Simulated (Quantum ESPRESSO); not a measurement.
Ti2W5Pt, input and log of a self-consistent run

Computed values, not a measurement. The program is pw.x of Quantum ESPRESSO 7.5 (plane-wave density functional theory). The cell is made up: eight metal atoms on a hexagonal close-packed lattice, with elements, volume, strain and displacements drawn at random and not relaxed, so it may be unstable or far from any real phase. PseudoDojo standard norm-conserving files set the functional (PBE unless stated); there is no spin polarisation or spin-orbit coupling, the Fermi-Dirac width of 0.25 eV means electrons at about 2900 K, and the masses in the input are unused placeholders. Heavy elements are run without spin-orbit coupling, which real alloys of them have. A spin test at this wide smearing found no moment, but such smearing suppresses magnetism that the real alloy may have.

Input:

```
&control calculation='scf', pseudo_dir='./dojo.nc.sr.pbe.v0_5.standard.upf', outdir='./o', disk_io='minimal', tprnfor=.true., tstress=.true. /
&system ibrav=0, nat=8, ntyp=3, nbnd=74, ecutwfc=84.00895049, nosym=.true., tot_charge=0,
 occupations='smearing', smearing='fd', degauss=0.0183746611
/
&electrons conv_thr=1.470e-08, electron_maxstep=70, mixing_beta=0.5 /
ATOMIC_SPECIES
Pt 1.0 Pt.upf
Ti 1.0 Ti.upf
W 1.0 W.upf
CELL_PARAMETERS angstrom
-2.8489 0.0 0.0
0.0 4.9345 0.0
1.4245 -2.4672 -9.3925
ATOMIC_POSITIONS angstrom
Ti 0.0589 0.0505 0.0964
W 0.2219 1.6142 -2.4847
W -0.019 -0.128 -4.7028
Ti 0.0223 1.6823 -7.1395
W -1.3991 2.4072 0.0673
W -1.4275 4.2768 -2.4264
W -1.2854 2.3475 -4.6801
Pt -1.431 -0.839 -7.179
K_POINTS automatic
8 5 3 1 1 1
```

The log is shortened where brackets say so; the opening notice, blank lines, dates and the lines on written files are dropped, and the path of the files is cut. It prints rydbergs, bohrs and kilobars, and counts compression as positive stress. Its total energy is the free energy E - TS of the whole cell.

```
     Program PWSCF v.7.5
     Parallel version (MPI & OpenMP), running on       4 processor cores
     Number of MPI processes:                 4
     Threads/MPI process:                     1
     [start-up lines left out]
     bravais-lattice index     =            0
     lattice parameter (alat)  =       5.3836  a.u.
     unit-cell volume          =     891.0420 (a.u.)^3
     number of atoms/cell      =            8
     number of atomic types    =            3
     number of electrons       =       112.00
     number of Kohn-Sham states=           74
     kinetic-energy cutoff     =      84.0090  Ry
     charge density cutoff     =     336.0358  Ry
     scf convergence threshold =      1.5E-08
     mixing beta               =       0.5000
     number of iterations used =            8  plain     mixing
     Exchange-correlation= PBE
                           (   1   4   3   4   0   0   0)
     [axes and pseudopotential details left out]
   Cartesian axes
     site n.     atom                  positions (alat units)
         1        Ti     tau(   1) = (   0.0206746   0.0177261   0.0338376  )
         2        W      tau(   2) = (   0.0778897   0.5666047  -0.8721612  )
         3        W      tau(   3) = (  -0.0066692  -0.0449296  -1.6507424  )
         4        Ti     tau(   4) = (   0.0078276   0.5905086  -2.5060550  )
         5        W      tau(   5) = (  -0.4911018   0.8449577   0.0236232  )
         6        W      tau(   6) = (  -0.5010706   1.5012110  -0.8516971  )
         7        W      tau(   7) = (  -0.4511917   0.8240022  -1.6427744  )
         8        Pt     tau(   8) = (  -0.5022991  -0.2944996  -2.5199200  )
     number of k points=    60  Fermi-Dirac smearing, width (Ry)=  0.0184
                       cart. coord. in units 2pi/alat
        k(    1) = (  -0.0625000   0.0577343  -0.0751972), wk =   0.0333333
        k(    2) = (  -0.0625000   0.0577343   0.1270137), wk =   0.0333333
     [further k points left out]
     Dense  grid:    92779 G-vectors     FFT dimensions: (  32,  60, 120)
     Estimated max dynamical RAM per process >     373.87 MB
     Estimated total dynamical RAM >       1.39 GB
     Initial potential from superposition of free atoms
     starting charge     111.9941, renormalised to     112.0000
     Starting wfcs are   80 randomized atomic wfcs
     total cpu time spent up to now is       10.8 secs
     per-process dynamical memory:   305.7 Mb
     Self-consistent Calculation
     iteration #  1     ecut=    84.01 Ry     beta= 0.50
     Davidson diagonalization with overlap
     ethr =  1.00E-02,  avg # of iterations =  2.5
     total cpu time spent up to now is       37.1 secs
     total energy              =   -1255.33499040 Ry
     estimated scf accuracy    <       2.80789330 Ry
     iteration #  2     ecut=    84.01 Ry     beta= 0.50
     Davidson diagonalization with overlap
     ethr =  2.51E-03,  avg # of iterations =  4.1
     total cpu time spent up to now is       74.8 secs
     total energy              =   -1252.76267590 Ry
     estimated scf accuracy    <      70.53074232 Ry
     iteration #  3     ecut=    84.01 Ry     beta= 0.50
     Davidson diagonalization with overlap
     ethr =  2.51E-03,  avg # of iterations =  6.7
     total cpu time spent up to now is      106.5 secs
     total energy              =   -1255.97604645 Ry
     estimated scf accuracy    <      20.67783996 Ry
     iteration #  4     ecut=    84.01 Ry     beta= 0.50
     Davidson diagonalization with overlap
     ethr =  2.51E-03,  avg # of iterations =  2.4
     total cpu time spent up to now is      130.2 secs
     total energy              =   -1256.99079659 Ry
     estimated scf accuracy    <       1.11501541 Ry
     iteration #  5     ecut=    84.01 Ry     beta= 0.50
     Davidson diagonalization with overlap
     ethr =  9.96E-04,  avg # of iterations =  3.4
     total cpu time spent up to now is      155.6 secs
     total energy              =   -1256.98923904 Ry
     estimated scf accuracy    <       1.39489097 Ry
     [iterations 6 to 16 left out]
     iteration # 17     ecut=    84.01 Ry     beta= 0.50
     Davidson diagonalization with overlap
     ethr =  1.89E-08,  avg # of iterations =  1.1
     total cpu time spent up to now is      477.8 secs
     total energy              =   -1257.04903226 Ry
     estimated scf accuracy    <       0.00001242 Ry
     iteration # 18     ecut=    84.01 Ry     beta= 0.50
     Davidson diagonalization with overlap
     ethr =  1.11E-08,  avg # of iterations =  1.0
     total cpu time spent up to now is      499.7 secs
     total energy              =   -1257.04903304 Ry
     estimated scf accuracy    <       0.00000134 Ry
     iteration # 19     ecut=    84.01 Ry     beta= 0.50
     Davidson diagonalization with overlap
     ethr =  1.20E-09,  avg # of iterations =  2.4
     total cpu time spent up to now is      524.0 secs
     total energy              =   -1257.04903311 Ry
     estimated scf accuracy    <       0.00000091 Ry
     iteration # 20     ecut=    84.01 Ry     beta= 0.50
     Davidson diagonalization with overlap
     ethr =  8.09E-10,  avg # of iterations =  1.1
     total cpu time spent up to now is      545.5 secs
     total energy              =   -1257.04903320 Ry
     estimated scf accuracy    <       0.00000014 Ry
     iteration # 21     ecut=    84.01 Ry     beta= 0.50
     Davidson diagonalization with overlap
     ethr =  1.23E-10,  avg # of iterations =  3.0
     total cpu time spent up to now is      570.9 secs
     End of self-consistent calculation
     [lines on levels left out]
!    total energy              =   -1257.04903322 Ry
     estimated scf accuracy    <       0.00000001 Ry
     smearing contrib. (-TS)   =      -0.15262503 Ry
     internal energy E=F+TS    =   -1256.89640818 Ry
     The total energy is F=E-TS. E is the sum of the following terms:
     one-electron contribution =    -254.48557376 Ry
     hartree contribution      =     185.15383598 Ry
     xc contribution           =    -248.11573648 Ry
     ewald contribution        =    -939.44893392 Ry
     convergence has been achieved in  21 iterations
     Forces acting on atoms (cartesian axes, Ry/au):
     atom    1 type  2   force =    -0.00593904   -0.04263348   -0.07342888
     atom    2 type  3   force =    -0.00827512    0.06460479    0.08382993
     atom    3 type  3   force =     0.00941152   -0.00178933   -0.07087725
     atom    4 type  2   force =     0.00236737   -0.00959355    0.06165698
     atom    5 type  3   force =    -0.00358754    0.05015903   -0.06982240
     atom    6 type  3   force =     0.01042861   -0.05183140    0.04995112
     atom    7 type  3   force =    -0.01226247   -0.00781757   -0.04978290
     atom    8 type  1   force =     0.00785667   -0.00109848    0.06847340
     Total force =     0.218322     Total SCF correction =     0.000408
     Computing stress (Cartesian axis) and pressure
          total   stress  (Ry/bohr**3)                   (kbar)     P=       18.62
   0.00008865   0.00006899   0.00000882           13.04       10.15        1.30
   0.00006899  -0.00014706   0.00003406           10.15      -21.63        5.01
   0.00000882   0.00003406   0.00043813            1.30        5.01       64.45
     init_run     :     10.34s CPU     10.68s WALL (       1 calls)
     electrons    :    552.08s CPU    560.07s WALL (       1 calls)
     forces       :      3.09s CPU      3.13s WALL (       1 calls)
     stress       :     10.62s CPU     10.86s WALL (       1 calls)
     [timing details left out]
     PWSCF        :   9m36.25s CPU   9m44.95s WALL
     JOB DONE.
```

In other units: free energy -17103.023 eV for the cell, pressure 1.86 GPa, largest force component 2.155 eV/Å in size. The run took 587 s of wall time with four MPI processes on a shared machine (Intel Xeon, 2023 or later, virtual cores), so the time is rough. A rerun of this cell at a higher cutoff and on a denser mesh moved values by no more than 0.003 eV in energy, 0.11 GPa in stress and 0.007 eV/Å in force, and a second program with other atomic files agreed on that cell to 2 % rms in force and 0.5 GPa in pressure.